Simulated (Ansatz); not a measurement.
Ti2AlC:
Space group P6₃/mmc (No. 194); a = 3.055 Å, b = 3.055 Å, c = 13.711 Å, α = 90.00°, β = 90.00°, γ = 120.00°

```json
[
 {"atom": "Ti", "site": "4f", "symmetry": "3m.", "x": "0.3333", "y": "0.6667", "z": "0.0835"},
 {"atom": "Al", "site": "2d", "symmetry": "-6m2", "x": "0.6667", "y": "0.3333", "z": "0.2500"},
 {"atom": "C", "site": "2a", "symmetry": "-3m.", "x": "0.0000", "y": "0.0000", "z": "0.0000"}
]
```

Relaxed with r²SCAN.

Problem. Which orbitals make up the states near the Fermi level in the program Ansatz at the r²SCAN level (PAW)?

Solution. Within 0.5 eV of the Fermi level: Ti 3d 82 %, Al 3p 10 %. Projections are on Löwdin-orthogonalised atomic valence shells; empty p or d shells of many metals are not among them.

Problem. Tabulate the density of states.

Solution. States/eV per cell of 8 atoms, in 0.25 eV bins, energy from the Fermi level.

```
E (eV)  total  Ti 3d  C 2p  Al 3p
------  -----  -----  ----  -----
-7.85    0.76   0.03  0.01   0.13
-7.60    0.76   0.04  0.01   0.19
-7.35    0.77   0.05  0.01   0.22
-7.10    0.78   0.06  0.01   0.25
-6.85    0.78   0.07  0.02   0.27
-6.60    0.80   0.08  0.02   0.29
-6.35    0.81   0.09  0.03   0.30
-6.10    0.84   0.11  0.04   0.31
-5.85    0.89   0.13  0.06   0.31
-5.60    1.14   0.20  0.15   0.34
-5.35    1.74   0.37  0.41   0.38
-5.10    2.55   0.63  0.89   0.35
-4.85    2.30   0.60  0.88   0.26
-4.60    3.54   0.99  1.43   0.34
-4.35    4.31   1.22  1.76   0.43
-4.10    4.46   1.19  1.71   0.60
-3.85    2.90   0.88  0.97   0.40
-3.60    4.80   1.60  1.90   0.39
-3.35    4.14   1.46  1.95   0.26
-3.10    8.79   3.11  4.57   0.52
-2.85    6.37   2.58  2.82   0.34
-2.60    9.15   4.21  4.29   0.24
-2.35    1.17   0.33  0.22   0.40
-2.10    1.35   0.32  0.15   0.64
-1.85    2.29   0.64  0.24   1.05
-1.60    4.31   1.57  0.38   1.79
-1.35    6.22   3.19  0.37   1.98
-1.10    6.69   4.00  0.20   1.93
-0.85    7.29   4.61  0.16   1.92
-0.60    4.68   3.45  0.11   0.78
-0.35    3.49   2.76  0.08   0.41
-0.10    2.62   2.15  0.05   0.24
0.15     2.59   2.13  0.04   0.24
0.40     3.29   2.79  0.05   0.24
0.65     3.61   3.06  0.08   0.27
0.90     3.55   3.06  0.09   0.25
1.15     4.52   4.05  0.09   0.23
1.40     4.13   3.68  0.09   0.19
1.65     5.30   4.64  0.11   0.25
1.90    10.05   8.42  0.39   0.49
2.15     6.25   5.36  0.21   0.31
2.40     4.52   3.90  0.14   0.17
2.65     5.40   4.50  0.16   0.34
2.90    12.15  10.92  0.34   0.48
3.15     8.87   7.45  0.46   0.59
3.40     8.38   6.67  0.47   0.82
3.65     6.08   4.64  0.27   0.80
3.90     5.51   3.42  0.35   0.82
4.15     3.81   2.15  0.34   0.61
4.40     3.45   1.83  0.52   0.45
```

Space group P6_3/mmc. The workflow started from a Materials Project entry (that database holds measured and hypothetical structures alike); the Crystallography Open Database copy checked does not list it. Whether it is the stable phase at ambient conditions was not checked. The cell was relaxed with r²SCAN under the symmetry of its start; of distortions, only those at the zone centre were tested. No spin polarisation was allowed.

Potentials: the later of the program's two PAW sets.
